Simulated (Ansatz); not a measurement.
A metal film that reacts with Ge consumes substrate; on a shallow junction the depth consumed per thickness of contact matters as much as the driving force.

The reference row is NiGe. 8 nm of metal is deposited and fully reacted. All products have no gap at this level.

Methods, by column (Ansatz, a plane-wave PAW program): volume per atom: r²SCAN, relaxed cell; metal volume, Ge volume: r²SCAN, the element in its room-temperature structure; ΔH_f: r²SCAN, 0 K, against the elements in the same set-up, no fitted corrections.

Runs started from generated or typed cells of the structure named: NiGe. Not checked to be the ambient phase: TaGe2 (P6₂22, hP9); RhGe (Pnma, oP8); PdGe (Pnma, oP8). No claim is made that these are known or stable phases: Pt2Ge (P-62m, hP9). Run without spin polarisation: NiGe. Spin–orbit coupling is left out unless named. No other phase of the formula is at hand at the same level beside TaGe2 (P6₂22, hP9), Pt2Ge (P-62m, hP9). ΔH_f counts from the lowest computed solid of each element: Ge (Fd-3m), Ni (Fm-3m, ferromagnetic), Pd (Fm-3m), Pt (Fm-3m), Rh (Fm-3m), Ta (Im-3m).

```csv
crystal,Ge atoms per metal atom,V (Å³/atom),V of the metal (Å³/atom),V of Ge (Å³/atom),ΔH_f (eV/atom)
"TaGe2 (P6₂22, hP9)",2.000,16.04,18.05,22.83,−0.199
"NiGe (Pnma), reference",1.000,13.30,10.52,22.83,−0.265
"RhGe (Pnma, oP8)",1.000,15.09,13.72,22.83,−0.561
"PdGe (Pnma, oP8)",1.000,16.14,14.91,22.83,−0.423
"Pt2Ge (P-62m, hP9)",0.500,15.47,15.29,22.83,−0.363
```

Model: Ge consumed = metal thickness × y × V(Ge)/V(metal); product = metal thickness × (1 + y) × V/V(metal); ratio = consumed/product; volume change = product/(metal + consumed) − 1.

### Question
Work out Ge consumed, product thickness, Ge consumed per nm of product and volume change for TaGe2 (P6₂22, hP9).

### Answer

1. Ge consumed: 8 × 2.000 × 22.83/18.05 = 20.24 nm
2. product thickness: 8 × (1 + 2.000) × 16.04/18.05 = 21.33 nm
3. Ge consumed per nm of product: 20.24/21.33 = 0.95
4. volume change: 100 × (21.33/(8 + 20.24) − 1) = −24 %

### Question
Put the candidates in order of Ge consumed per nm of product, lowest first.

### Answer
The same steps for every row:

```tsv
crystal	Ge consumed (nm)	product thickness (nm)	consumed per nm of product	volume change (%)
TaGe2 (P6₂22, hP9)	20.24	21.33	0.95	−24
NiGe (Pnma), reference	17.36	20.23	0.86	−20
RhGe (Pnma, oP8)	13.31	17.60	0.76	−17
PdGe (Pnma, oP8)	12.25	17.32	0.71	−14
Pt2Ge (P-62m, hP9)	5.97	12.14	0.49	−13
```

Ranking by Ge consumed per nm of product, lowest first: Pt2Ge (P-62m, hP9) (0.49 ± 0.016), PdGe (Pnma, oP8) (0.71 ± 0.022), RhGe (Pnma, oP8) (0.76 ± 0.024), NiGe (0.86 ± 0.027), TaGe2 (P6₂22, hP9) (0.95 ± 0.030). The ± follows from allowances picked for this note (volume per atom 1 %, metal volume 1 %, 3 % for the model), carried to first order and added in quadrature; ≈ joins neighbours closer than their two ± added in quadrature. On this figure 3 of 4 candidates do clearly better than the reference.

Which phase forms first is kinetic; barrier heights, resistivities and agglomeration are not treated. Phases over 50 meV/atom above the lowest one at hand were not drawn (by r²SCAN where it compared them, else by the largest value; a layered or molecular lowest phase counts only with a dispersion term); other phases could lie lower still. The rows are a sample and no shortlist: familiar crystals first, some related and some not, whatever their agreement with measurement; tables with many equal figures were not kept. Limits of the draw: ΔH_f under −0.03 eV/atom; for ΔH_f, runs without a dispersion term, no Mn, and elements whose lowest cell is their usual one. As a rule kept out of such tables: 4f compounds, open-shell compounds run without a Hubbard term, cells found unstable in the tests at hand, cells close to a higher symmetry, and runs set to a pressure or over 12 % in volume from the crystal's fullest run.
